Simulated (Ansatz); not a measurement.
Input and command of a plane-wave DFT calculation in Ansatz:

```yaml
crystal:
  lattice:
    - [0.0, 1.766124, 1.9197]
    - [1.766124, 0.0, 1.9197]
    - [1.766124, 1.766124, 0.0]
  atoms:
    - { symbol: Ir, position: [0.0, 0.0, 0.0] }
basis:
  ecutwfc: 500
kpoints:
  mp_grid: { grid: [22, 22, 22] }
hamiltonian:
  xc: r2scan
scf:
  occupations: { method: gaussian, width: 0.15 }
output:
  forces: true
  stress: true
  eigenvalues: true
```

```bash
ansatz run input.yaml --threads 1 --pin off --max-ram 2560MiB --backend cpu --events-out ev --progress --plain --runs-dir out
```

Processor: Intel(R) Xeon(R) 6975P-C (Granite Rapids), 1 thread, on a host shared with other jobs.

**Question.** Estimate time, memory and problem size.

**Answer.** About 6.9 s on 1 thread of Intel(R) Xeon(R) 6975P-C (Granite Rapids) (shared host), peak memory 0.51 GiB. It solves 13 bands at 834 k points (the mesh reduced by symmetry) with about 299 plane waves, in 6 SCF iterations.
